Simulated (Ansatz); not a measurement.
BiICl2: relaxation (Ansatz)

Launch command:

```bash
ansatz run input.yaml --threads 2 --pin off --max-ram 3584MiB --backend cpu --events-out ev --progress --plain --runs-dir out
```

input.yaml:

```yaml
crystal:
  lattice:
    - [4.421874, 0.0, 0.0]
    - [2.210937, -9.705455, 0.0]
    - [0.0, 0.0, -5.747748]
  atoms:
    - { symbol: I, position: [0.583, 0.834, 0.75] }
    - { symbol: I, position: [0.417, 0.166, 0.25] }
    - { symbol: Cl, position: [0.2199, 0.5602, 0.75] }
    - { symbol: Cl, position: [0.7801, 0.4398, 0.25] }
    - { symbol: Bi, position: [0.8001, 0.3998, 0.75] }
    - { symbol: Bi, position: [0.1999, 0.6002, 0.25] }
    - { symbol: Cl, position: [0.9295, 0.141, 0.75] }
    - { symbol: Cl, position: [0.0705, 0.859, 0.25] }
  symmetry: { tolerance: 0.0003 }
kpoints:
  mp_grid: { grid: [5, 5, 4], shift: [0, 0, 0] }
magnetization:
  spin_polarized: false
scf:
  occupations: { method: fermi_dirac }
  lower_state_search: "off"
hamiltonian:
  pseudopotentials: { kind: paw }
  xc: r2scan
basis:
  ecutwfc: 500
  fft_grid_basis: typed
relax:
  max_steps: 60
  cell: { p_target: 0.0 }
output:
  forces: true
  stress: true
  eigenvalues: true
  bader: true
  populations: true
  elf: true
  write_potential: true
  volumetric_format: npy
  dos:
    e_range: [-12, 8]
    de: 0.05
    projected: { site_lists: { Bi: [Bi], Cl: [Cl], I: [I] } }
  write_density: true
checkpoint:
  read: saved_state
```

Origin of the cell: a known structure type with other elements, at an estimated volume, so it need not be a known compound.

The smearing width isn't typed, so it takes its default of 0.1 eV.

The saved state is a converged single point of the same cell.

Steps («new basis» is an SCF on plane waves selected anew at the same cell):

```tsv
step	ΔF (meV/atom)	max force component (eV/Å)	P (GPa)	volume (Å³)	SCF iterations	step was
1	0.0	2.323	3.74	246.67	8	accepted
2	-139.8	0.533	1.26	263.86	9	accepted
3	-246.7	1.012	0.24	269.73	9	accepted
4	-342.9	0.635	-0.50	267.48	8	accepted
5	-412.6	0.123	-0.77	261.69	8	accepted
6	-457.9	0.166	-0.80	256.67	7	accepted
7	-495.5	0.396	-0.15	249.03	7	accepted
8	-516.1	0.447	-0.27	245.59	7	accepted
9	-520.7	0.486	1.03	247.01	7	accepted
10	-523.5	0.087	-0.16	254.86	7	accepted
11	-524.1	0.024	0.02	253.85	6	accepted
12	-524.2	0.003	0.00	253.73	6	accepted
13	-525.1	0.003	0.01	253.73	9	new basis
```

Step 1, with forces in eV/Å:

```xyz
8
Lattice="4.422 0.000 0.000 2.211 -9.705 0.000 0.000 0.000 -5.748" Properties=species:S:1:pos:R:3:forces:R:3 pbc="T T T" step=1
I     4.422   -8.094   -4.311    0.000    0.522    0.000
I     2.211   -1.611   -1.437    0.000   -0.522    0.000
Cl    2.211   -5.437   -4.311    0.000   -0.466    0.000
Cl    4.422   -4.268   -1.437    0.000    0.466    0.000
Bi    4.422   -3.880   -4.311    0.000    2.323    0.000
Bi    2.211   -5.825   -1.437    0.000   -2.323    0.000
Cl    4.422   -1.368   -4.311    0.000   -0.762    0.000
Cl    2.211   -8.337   -1.437    0.000    0.762    0.000
```

Step 2, with forces in eV/Å:

```xyz
8
Lattice="4.634 0.000 0.000 2.317 -9.692 0.000 0.000 0.000 -5.875" Properties=species:S:1:pos:R:3:forces:R:3 pbc="T T T" step=2
I     4.634   -7.994   -4.406    0.000    0.533    0.000
I     2.317   -1.698   -1.469    0.000   -0.533    0.000
Cl    2.317   -5.414   -4.406    0.000    0.390    0.000
Cl    4.634   -4.278   -1.469    0.000   -0.390    0.000
Bi    4.634   -3.683   -4.406    0.000    0.421    0.000
Bi    2.317   -6.009   -1.469    0.000   -0.421    0.000
Cl    4.634   -1.310   -4.406    0.000    0.426    0.000
Cl    2.317   -8.382   -1.469    0.000   -0.426    0.000
```

Step 3, with forces in eV/Å:

```xyz
8
Lattice="4.805 0.000 0.000 2.402 -9.658 0.000 0.000 0.000 -5.813" Properties=species:S:1:pos:R:3:forces:R:3 pbc="T T T" step=3
I     4.805   -7.774   -4.360    0.000    0.618    0.000
I     2.402   -1.883   -1.453    0.000   -0.618    0.000
Cl    2.402   -5.200   -4.360    0.000    0.552    0.000
Cl    4.805   -4.458   -1.453    0.000   -0.552    0.000
Bi    4.805   -3.497   -4.360    0.000   -0.273    0.000
Bi    2.402   -6.161   -1.453    0.000    0.273    0.000
Cl    4.805   -1.158   -4.360    0.000    1.012    0.000
Cl    2.402   -8.500   -1.453    0.000   -1.012    0.000
```

Step 4, with forces in eV/Å:

```xyz
8
Lattice="4.883 0.000 0.000 2.442 -9.671 0.000 0.000 0.000 -5.664" Properties=species:S:1:pos:R:3:forces:R:3 pbc="T T T" step=4
I     4.883   -7.590   -4.248    0.000    0.440    0.000
I     2.442   -2.081   -1.416    0.000   -0.440    0.000
Cl    2.442   -5.021   -4.248    0.000    0.466    0.000
Cl    4.883   -4.651   -1.416    0.000   -0.466    0.000
Bi    4.883   -3.378   -4.248    0.000   -0.170    0.000
Bi    2.442   -6.294   -1.416    0.000    0.170    0.000
Cl    4.883   -1.009   -4.248    0.000    0.635    0.000
Cl    2.442   -8.662   -1.416    0.000   -0.635    0.000
```

Step 5, with forces in eV/Å:

```xyz
8
Lattice="4.918 0.000 0.000 2.459 -9.799 0.000 0.000 0.000 -5.430" Properties=species:S:1:pos:R:3:forces:R:3 pbc="T T T" step=5
I     4.918   -7.503   -4.073    0.000    0.116    0.000
I     2.459   -2.295   -1.358    0.000   -0.116    0.000
Cl    2.459   -4.890   -4.073    0.000    0.123    0.000
Cl    4.918   -4.909   -1.358    0.000   -0.123    0.000
Bi    4.918   -3.303   -4.073    0.000    0.055    0.000
Bi    2.459   -6.495   -1.358    0.000   -0.055    0.000
Cl    4.918   -0.893   -4.073    0.000    0.031    0.000
Cl    2.459   -8.906   -1.358    0.000   -0.031    0.000
```

Step 6, with forces in eV/Å:

```xyz
8
Lattice="4.844 0.000 0.000 2.422 -10.284 0.000 0.000 0.000 -5.152" Properties=species:S:1:pos:R:3:forces:R:3 pbc="T T T" step=6
I     4.844   -7.866   -3.864    0.000    0.065    0.000
I     2.422   -2.418   -1.288    0.000   -0.065    0.000
Cl    2.422   -5.036   -3.864    0.000   -0.166    0.000
Cl    4.844   -5.248   -1.288    0.000    0.166    0.000
Bi    4.844   -3.357   -3.864    0.000   -0.043    0.000
Bi    2.422   -6.927   -1.288    0.000    0.043    0.000
Cl    4.844   -0.931   -3.864    0.000   -0.058    0.000
Cl    2.422   -9.353   -1.288    0.000    0.058    0.000
```

Step 7, with forces in eV/Å:

```xyz
8
Lattice="4.706 0.000 0.000 2.353 -10.758 0.000 0.000 0.000 -4.919" Properties=species:S:1:pos:R:3:forces:R:3 pbc="T T T" step=7
I     4.706   -8.194   -3.689    0.000   -0.020    0.000
I     2.353   -2.564   -1.230    0.000    0.020    0.000
Cl    2.353   -5.286   -3.689    0.000   -0.152    0.000
Cl    4.706   -5.472   -1.230    0.000    0.152    0.000
Bi    4.706   -3.453   -3.689    0.000   -0.396    0.000
Bi    2.353   -7.305   -1.230    0.000    0.396    0.000
Cl    4.706   -1.019   -3.689    0.000    0.106    0.000
Cl    2.353   -9.739   -1.230    0.000   -0.106    0.000
```

Step 8, with forces in eV/Å:

```xyz
8
Lattice="4.617 0.000 0.000 2.308 -11.243 0.000 0.000 0.000 -4.731" Properties=species:S:1:pos:R:3:forces:R:3 pbc="T T T" step=8
I     4.617   -8.531   -3.548    0.000    0.061    0.000
I     2.308   -2.712   -1.183    0.000   -0.061    0.000
Cl    2.308   -5.568   -3.548    0.000   -0.116    0.000
Cl    4.617   -5.675   -1.183    0.000    0.116    0.000
Bi    4.617   -3.678   -3.548    0.000    0.447    0.000
Bi    2.308   -7.565   -1.183    0.000   -0.447    0.000
Cl    4.617   -1.159   -3.548    0.000   -0.438    0.000
Cl    2.308  -10.084   -1.183    0.000    0.438    0.000
```

Step 9, with forces in eV/Å:

```xyz
8
Lattice="4.566 0.000 0.000 2.283 -11.716 0.000 0.000 0.000 -4.618" Properties=species:S:1:pos:R:3:forces:R:3 pbc="T T T" step=9
I     4.566   -8.771   -3.463    0.000   -0.075    0.000
I     2.283   -2.945   -1.154    0.000    0.075    0.000
Cl    2.283   -5.840   -3.463    0.000   -0.029    0.000
Cl    4.566   -5.876   -1.154    0.000    0.029    0.000
Bi    4.566   -3.844   -3.463    0.000   -0.486    0.000
Bi    2.283   -7.872   -1.154    0.000    0.486    0.000
Cl    4.566   -1.377   -3.463    0.000    0.374    0.000
Cl    2.283  -10.339   -1.154    0.000   -0.374    0.000
```

Step 10, with forces in eV/Å:

```xyz
8
Lattice="4.662 0.000 0.000 2.331 -11.884 0.000 0.000 0.000 -4.600" Properties=species:S:1:pos:R:3:forces:R:3 pbc="T T T" step=10
I     4.662   -8.863   -3.450    0.000   -0.023    0.000
I     2.331   -3.021   -1.150    0.000    0.023    0.000
Cl    2.331   -5.975   -3.450    0.000    0.057    0.000
Cl    4.662   -5.908   -1.150    0.000   -0.057    0.000
Bi    4.662   -3.941   -3.450    0.000    0.011    0.000
Bi    2.331   -7.943   -1.150    0.000   -0.011    0.000
Cl    4.662   -1.434   -3.450    0.000   -0.087    0.000
Cl    2.331  -10.449   -1.150    0.000    0.087    0.000
```

Step 11, with forces in eV/Å:

```xyz
8
Lattice="4.633 0.000 0.000 2.316 -11.806 0.000 0.000 0.000 -4.641" Properties=species:S:1:pos:R:3:forces:R:3 pbc="T T T" step=11
I     4.633   -8.821   -3.481    0.000    0.011    0.000
I     2.316   -2.985   -1.160    0.000   -0.011    0.000
Cl    2.316   -5.901   -3.481    0.000   -0.004    0.000
Cl    4.633   -5.905   -1.160    0.000    0.004    0.000
Bi    4.633   -3.920   -3.481    0.000   -0.005    0.000
Bi    2.316   -7.886   -1.160    0.000    0.005    0.000
Cl    4.633   -1.424   -3.481    0.000    0.024    0.000
Cl    2.316  -10.382   -1.160    0.000   -0.024    0.000
```

Step 13, with forces in eV/Å:

```xyz
8
Lattice="4.627 0.000 0.000 2.313 -11.813 0.000 0.000 0.000 -4.642" Properties=species:S:1:pos:R:3:forces:R:3 pbc="T T T" step=13
I     4.627   -8.824   -3.482    0.000    0.000    0.000
I     2.313   -2.988   -1.161    0.000    0.000    0.000
Cl    2.313   -5.904   -3.482    0.000   -0.002    0.000
Cl    4.627   -5.908   -1.161    0.000    0.002    0.000
Bi    4.627   -3.919   -3.482    0.000   -0.003    0.000
Bi    2.313   -7.893   -1.161    0.000    0.003    0.000
Cl    4.627   -1.421   -3.482    0.000   -0.002    0.000
Cl    2.313  -10.392   -1.161    0.000    0.002    0.000
```

- Free energy lowered by: 525.1 meV/atom
- Volume change: 2.86 %
- Final pressure: 0.01 GPa
- Relaxation steps listed: 13

Caveats: no spin-orbit coupling, though heavy elements are present; the relaxation held the start's symmetry, so the end may be a saddle point.

Time: 8.5 min on 2 threads of Arm Neoverse V1, on a shared host, peak memory 1.4 GiB, from a saved density.
